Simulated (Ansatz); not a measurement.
Values for one crystal, relaxed and computed with plane-wave PAW PBEsol (Ansatz code); other levels are named.

```yaml
volume_per_atom: 20.03 Å³
band_gap: 2.30 eV (direct)
hill_bulk_and_shear_moduli: 72.2 and 28.0 GPa
hole_effective_mass: 0.18, 1.8, 2.0 mₑ (principal values)
Formation energy from the elements (no fitted shifts): -92 kJ/mol of atoms
conduction_band_minimum: at Γ
Bulk modulus (Birch–Murnaghan fit): 72.1 GPa
```

Question: Which compound is it?
(A) InCo3SnS2, R-3m (In on 3b, Co on 9e, Sn on 3a, S on 6c)
(B) MgSe, rock salt
(C) Al2GaN3, Cm (Pearson symbol mS24)
(D) MgZn3S4, Pm (Pearson symbol mP8)

Answer: D, MgZn3S4, Pm (Pearson symbol mP8)

The first step of the workflow began from a Materials Project structure, measured or hypothetical; the Crystallography Open Database copy checked does not list it. With Mg and Zn taken as one species the cell has the higher symmetry P6_3mc, so it may be an ordered model of a mixed-site phase. Its standing as an ambient phase is unchecked. Symmetry was held in the PBEsol relaxation; of distortions, only those at the zone centre were tested. The references are the lowest solids computed at this level, not always the standard phases.

Potentials: the later of the program's two PAW sets.
